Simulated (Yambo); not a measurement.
Convergence of the G0W0 gap of HgTe

G0W0@PBEsol for HgTe (space group P3_121, No. 152) in Yambo. Reference settings: 3×3×1 Γ-centred k mesh, bands 13 to 380 and a 8 Ry block in the screening, 380 bands in G with the Bruneval-Gonze terminator, plasmon pole fitted at 27.2 eV. The PBEsol gap Γ → Γ on this mesh is 0.61 eV; G0W0 gaps are taken between the same points.

```json
[
 {"change from the reference": "reference settings", "G0W0 gap Γ → Γ (eV)": "0.99", "shift of the valence edge (eV)": "-0.80", "rough Yambo cost": "1"},
 {"change from the reference": "150 bands in W, 150 bands in G", "G0W0 gap Γ → Γ (eV)": "1.00", "shift of the valence edge (eV)": "-0.56", "rough Yambo cost": "about 1/3"},
 {"change from the reference": "249 bands in W, 249 bands in G", "G0W0 gap Γ → Γ (eV)": "0.99", "shift of the valence edge (eV)": "-0.71", "rough Yambo cost": "within a factor of two"},
 {"change from the reference": "150 bands in G", "G0W0 gap Γ → Γ (eV)": "0.99", "shift of the valence edge (eV)": "-0.75", "rough Yambo cost": "–"},
 {"change from the reference": "249 bands in G", "G0W0 gap Γ → Γ (eV)": "0.99", "shift of the valence edge (eV)": "-0.78", "rough Yambo cost": "–"},
 {"change from the reference": "183 bands in W", "G0W0 gap Γ → Γ (eV)": "0.99", "shift of the valence edge (eV)": "-0.66", "rough Yambo cost": "about 1/2"},
 {"change from the reference": "1 Ry block", "G0W0 gap Γ → Γ (eV)": "0.92", "shift of the valence edge (eV)": "-0.40", "rough Yambo cost": "about 1/3"},
 {"change from the reference": "7 Ry block", "G0W0 gap Γ → Γ (eV)": "0.99", "shift of the valence edge (eV)": "-0.78", "rough Yambo cost": "within a factor of two"},
 {"change from the reference": "pole fitted at 15 eV", "G0W0 gap Γ → Γ (eV)": "0.97", "shift of the valence edge (eV)": "-0.69", "rough Yambo cost": "–"},
 {"change from the reference": "no random integration", "G0W0 gap Γ → Γ (eV)": "0.98", "shift of the valence edge (eV)": "-0.62", "rough Yambo cost": "–"},
 {"change from the reference": "249 bands in G, no terminator", "G0W0 gap Γ → Γ (eV)": "1.00", "shift of the valence edge (eV)": "-0.58", "rough Yambo cost": "–"},
 {"change from the reference": "150 bands in G, no terminator", "G0W0 gap Γ → Γ (eV)": "1.01", "shift of the valence edge (eV)": "-0.33", "rough Yambo cost": "–"},
 {"change from the reference": "no terminator", "G0W0 gap Γ → Γ (eV)": "0.99", "shift of the valence edge (eV)": "-0.70", "rough Yambo cost": "–"}
]
```

The reference isn't shown to be the converged limit. Costs are rough (shared machines), scaled to the same edge states, and given only for runs that recompute the screening. The mesh misses a band edge: along a dense path the PBEsol gap is 0.40 eV against 0.61 eV on the mesh.

Spin-orbit coupling is left out, which matters for elements this heavy: edges can move by tenths of an eV.

The standard potential for Te keeps a d shell in the valence without the s and p states of that shell. In tests on such compounds this moved G0W0 gaps by up to about 0.9 eV, so absolute quasiparticle energies here are unreliable; differences between settings are what counts.

Geometry relaxed with PBE+D3(BJ); primitive cell a = b = 4.517 Å, c = 10.257 Å, α = β = 90.00°, γ = 120.00°.

This is not the ordinary phase of the substance; no match was found in the copy of COD used, and its stability was not checked.

A shift is the quasiparticle energy of the state minus its PBEsol energy.
